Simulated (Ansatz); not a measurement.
Computed with DFT PBE, scalar-relativistic, plane waves, PAW (Ansatz). Plane waves to 420 eV, a 12×12×8 mesh through Γ for the 6-atom cell and 0.10 eV Gaussian smearing; no spin polarisation.

The zero of energy is the elements' standard structures at the same level; no fitted shifts are applied.

Problem. Propose a candidate for a hexagonal metal made of Ru and Ta, with a formation energy near −0.10 eV/atom and about 14 Å³ per atom, in a cell of 6 atoms.

Solution. TaRu5, space group P-62m (No. 189). Ta is surrounded by 12 Ru at 2.74–2.76 Å; Ru on a site of symmetry m2m has 10 Ru at 2.69–2.87 Å and 2 Ta at 2.74 Å; around Ru on a site of symmetry -6 lie 9 Ru at 2.69–2.76 Å and 3 Ta at 2.76 Å.

```
Ta Ru
1.0
     4.78823    0.00000    0.00000
    -2.39412    4.14673    0.00000
     0.00000    0.00000    4.37481
Ta Ru
1 5
Cartesian
  0.0000 0.0000 2.1874
  -1.5653 2.7111 0.0000
  3.1305 0.0000 0.0000
  0.8289 1.4356 0.0000
  0.0000 2.7645 2.1874
  2.3941 1.3822 2.1874
```

| Property | Result |
| --- | --- |
| Volume per atom | 14.48 Å³ |
| Density | 13.12 g/cm³ |
| Energy over the elements | −0.10 eV/atom |
| Gap on the 12×12×8 mesh of the 6-atom cell | 0 eV (a metal) |

The structure comes from a generated guess, relaxed at this level; another structure or a mixture of phases may lie lower. The answer needn't be unique; the calculation gave this one.

Spin–orbit coupling, which can matter for Ta, is left out. A structure relaxed within its symmetry needn't be a true minimum.
